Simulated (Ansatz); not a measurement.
## What DFT gives for W

```
CELL_PARAMETERS angstrom
0.00000 0.00000 3.21433
3.21433 0.00000 0.00000
0.00000 3.21433 0.00000
ATOMIC_POSITIONS crystal
W 0.00000 0.00000 0.00000
W 0.50000 0.50000 0.50000
```

The numbers come from plane-wave PAW DFT (Ansatz): r2SCAN, no spin polarisation, 500 eV, 10×10×10 Γ-centred k points, gaussian occupations (width 0.2686 eV). Nothing was relaxed.

**Contacts.** W–W at 2.78 Å: least valence density 0.39 e/Å³ and ELF 0.39 there. These are pseudo-fields; inside the PAW spheres they differ from the all-electron ones.
**Forces.** The forces vanish by the symmetry of the sites.
**Electronic structure.** It is a metal, with about 0.7 states/eV a cell as the mean within 0.25 eV of the Fermi level, mostly W d (91 %).
**Stress.** The pressure is -12.6 GPa (compression positive), so with the atoms held at these fractions the cell would first shrink.

Origin: a database entry at a rescaled volume. Caveats: atoms or cell far from equilibrium; wide smearing.
